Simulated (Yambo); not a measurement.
RPA spectrum of PbSe (rock salt, space group Fm-3m, No. 225) on PBEsol bands in Yambo (10×10×10 mesh, 46 bands, 4 Ry local-field block, 0.2 eV broadening; field along x). CGrdSpXd merges neighbouring transition energies to save time; the report line [X-CG] gives the poles kept by one of the 4 MPI tasks, and where the merging fails may depend on that split.

```csv
CGrdSpXd asked (%),share reached (%),poles used (one task),static ε,largest change of Im ε (% of its maximum),rough time
100,100,3132,23.1,0.0,1
70,69,2188,23.1,0.0,within a factor of two
30,29,937,23.2,0.4,within a factor of two
15,1,47,25.8,51,about 1/3
5,1,47,25.8,51,about 1/3
```

All runs end normally. In the runs at 15 %, 5 % few poles are left or the spectrum changes by over a quarter of its peak, and no warning says so. Times are rough ratios from shared machines. The k mesh wasn't tested; the rows compare only with each other.

Spin-orbit coupling is not included.

Geometry of the Materials Project entry, not relaxed at this level; primitive cell a = 4.371 Å, b = 4.371 Å, c = 4.371 Å, α = 60.00°, β = 60.00°, γ = 60.00°.
